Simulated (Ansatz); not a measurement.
Consider the following.

MoTe2 (2H-MoS2 type, space group P6_3/mmc)

```xyz
6
Lattice="3.5421 0.0000 0.0000 -1.7711 3.0676 0.0000 0.0000 0.0000 14.1819" Properties=species:S:1:pos:R:3 pbc="T T T"
Mo     0.0000     2.0451    10.6364
Mo     1.7711     1.0225     3.5455
Te     0.0000     2.0451     1.7510
Te     1.7711     1.0225     8.8420
Te     1.7711     1.0225    12.4309
Te     0.0000     2.0451     5.3399
```

In this cell atom 1 (Mo, nearest neighbour Te at 2.721 Å; its periodic images, 3.5 Å or more away, move with it) is moved by s along Cartesian x, unit vector (1.000, 0.000, 0.000); all other atoms and the cell stay fixed.

These are r2SCAN+rVV10 (plane waves to 500 eV, PAW, scalar-relativistic; Ansatz, a quantum-chemistry and plane-wave program) values and carry that method's errors. k mesh 9×9×2 (Γ-centred), Fermi-Dirac smearing 0.05 eV. The energy includes the smearing's −TS. As the smearing reaches across the gap at some points, energies and forces of such displacements shift with the k mesh and the smearing. MoTe2 is run without spin polarisation. MoTe2 was relaxed with its symmetry unable to fall. Spin-orbit coupling is left out, though Te is heavy. The zero of ΔE is the undisplaced structure.

The scan covers s from -0.540 to 0.540 Å in 11 points.

**Question.** Is the energy the same for equal positive and negative displacements?

**Answer.** Even: the same for both signs. With its periodic images moving along, the atom's site symmetry in this cell is -6m2.

**Question.** What force acts on the atom along the line at s = -0.540 Å?

**Answer.** 6.51 eV/Å.

**Question.** What is the force constant k = d²E/ds² of this move at s = 0?

**Answer.** 14.6 eV/Å².

(For displaced atoms, the force is minus the slope of the energy, and its curvature is a force constant, which sets phonon frequencies.)
